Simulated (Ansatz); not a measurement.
Input:

NbP:
```yaml
crystal:
  lattice:
    - [3.06235, 0.00000, 0.00000]
    - [0.00000, 3.06235, 0.00000]
    - [0.00000, 0.00000, 3.06235]
  atoms:
    - { symbol: Nb, position: [0.00000, 0.00000, 0.00000] }
    - { symbol: P, position: [0.50000, 0.50000, 0.50000] }
```

This is the LDA-relaxed structure.

Problem. All from DFT-LDA in the program Ansatz with PAW potentials, unless another level is named. Give the electronic character.

Solution. metallic (no gap).

Problem. Give the formation energy from the elements (no fitted shifts).

Solution. -0.77 eV/atom.

Problem. What about the density of states at the Fermi level?

Solution. 0.54 states/eV per atom (mean over ±0.08 eV).

Space group Pm-3m (CsCl type). A made-up cell: these elements were put on the sites of a structure type; neither database checked (COD, Materials Project) lists it. COD files the formula under space group No. 141, so this cell is another polymorph or a model. Whether it is the stable phase at ambient conditions was not checked. The cell was relaxed with LDA under the symmetry of its start; phonons on a q-mesh show no instability. The run is not spin-polarised. The references are the lowest solids computed at this level, not always the standard phases. Spin–orbit coupling is left out wherever it is not named.

Potentials: the later of the program's two PAW sets.
